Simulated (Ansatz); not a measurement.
## What moves the pressure of Co?

```xyz
2
Lattice="2.4954 0.0000 0.0000 -1.2477 2.1611 0.0000 0.0000 0.0000 4.0318" Properties=species:S:1:pos:R:3 pbc="T T T"
Co    0.0000    1.4407    1.0079
Co    1.2477    0.7204    3.0238
```

Atom numbers follow the list: Co1, Co2.

The structure comes from a relaxation in the same program, started in the hcp type, and has space group P6_3/mmc. Whether it is a known phase or the ground state wasn't checked.

Computed with DFT, PBE, all-electron LAPW, scalar-relativistic in Ansatz 0.2.0.

The runs use a Γ-centred 17×17×9 k mesh, Fermi–Dirac smearing of 0.05 eV, basis error target 0.25 meV/atom, spin-polarised from start moments Co1 2, Co2 2 μB.

In this reference run the pressure is -0.1 GPa (positive in compression). Each change below is made alone, on the same k mesh, with fractional coordinates held unless an atom is moved; x, y and z are the Cartesian axes.

(1) One change shifts the pressure by -5.9 GPa. Which?
A. no relativity
B. functional lda
C. volume scaled by 1.03
D. volume scaled by 0.97
E. no spin polarisation
F. spin-orbit coupling on

## Answers

(1) C. The others give: spin-orbit coupling on, 0.0 GPa; functional lda, -18.3 GPa; no relativity, +3.8 GPa; no spin polarisation, -11.4 GPa; volume scaled by 0.97, +6.9 GPa.
